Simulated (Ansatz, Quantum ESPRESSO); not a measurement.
Given: the input of a run of Quantum ESPRESSO 7.5 on Sn3Te. Atoms were shifted at random by some hundredths of an Å from the given cell, which wasn't relaxed again for these runs. The cell comes from a database or a generator and needn't be the stable form of this composition.

Contents of pw.in:

```
&CONTROL
  calculation = 'scf'
  prefix = 'pwscf'
  outdir = './tmp'
  pseudo_dir = './pseudo'
  tprnfor = .true.
  tstress = .true.
  disk_io = 'nowf'
/
&SYSTEM
  ibrav = 0
  nat = 4
  ntyp = 2
  ecutwfc = 68
  ecutrho = 544
  nbnd = 33
  occupations = 'smearing'
  smearing = 'fd'
  degauss = 0.00367493
/
&ELECTRONS
  conv_thr = 8d-10
  electron_maxstep = 120
  mixing_beta = 0.5
/
ATOMIC_SPECIES
Te   127.6000 te_pbesol_v1.uspp.F.UPF
Sn   118.7100 sn_pbesol_v1.4.uspp.F.UPF
CELL_PARAMETERS angstrom
   4.8656220000    0.0000000000    0.0000000000
   0.0000000000    4.8656220000    0.0000000000
   0.0000000000    0.0000000000    4.8656220000
ATOMIC_POSITIONS crystal
Te     0.0067300000   -0.0114230000   -0.0033600000
Sn    -0.0010980000    0.5041850000    0.4988960000
Sn     0.5015660000    0.0064040000    0.4997800000
Sn     0.4899280000    0.5046890000   -0.0012030000
K_POINTS automatic
6 6 6 0 0 0
```

Potentials or basis: GBRV 1.5 PBEsol.

Launch:

```sh
$ OMP_NUM_THREADS=1 mpirun -n 2 pw.x -nk 2 -in pw.in > pw.out
```

Task: Set up the same calculation for Ansatz 0.2.0. Potentials or basis there: Ansatz PAW, cutoff 420 eV.

Result: As run (cutoffs and basis follow the program's own potentials, and thresholds, step limits or extra output files can differ):

File input.yaml:

```yaml
crystal:
  lattice:
    - [4.865622, 0.0, 0.0]
    - [0.0, 4.865622, 0.0]
    - [0.0, 0.0, 4.865622]
  atoms:
    - { symbol: Te, position: [0.00673, -0.011423, -0.00336] }
    - { symbol: Sn, position: [-0.001098, 0.504185, 0.498896] }
    - { symbol: Sn, position: [0.501566, 0.006404, 0.49978] }
    - { symbol: Sn, position: [0.489928, 0.504689, -0.001203] }
hamiltonian:
  xc: pbesol
  pseudopotentials: { kind: paw }
kpoints:
  mp_grid: { grid: [6, 6, 6] }
scf:
  occupations: { method: fermi_dirac, width: 0.05 }
output:
  forces: true
  stress: true
  eigenvalues: true
```

Potentials or basis: Ansatz PAW.

Launch:

```sh
$ ansatz run input.yaml --threads 1 --pin off --max-ram 3584MiB --backend cpu --events-out ev --progress --plain --runs-dir out
```

Both were run:

|  | Quantum ESPRESSO | Ansatz |
| --- | --- | --- |
| Pressure | -2.5 GPa | -2.3 GPa |
| Largest force | 0.091 eV/Å | 0.092 eV/Å |
| Energy over the undisturbed cell | 0.3 meV/atom | 0.3 meV/atom |

Ansatz's pressure holds a Pulay term of +0.03 GPa for its cutoff of 420 eV, which the other run lacks.

The potentials hold 48 and 58 valence electrons a cell.

Ansatz's potentials were made for PBE.

Where Ansatz's input types no cutoff or centring, it takes its own default and a Γ-centred mesh.

Pressure is positive in compression.
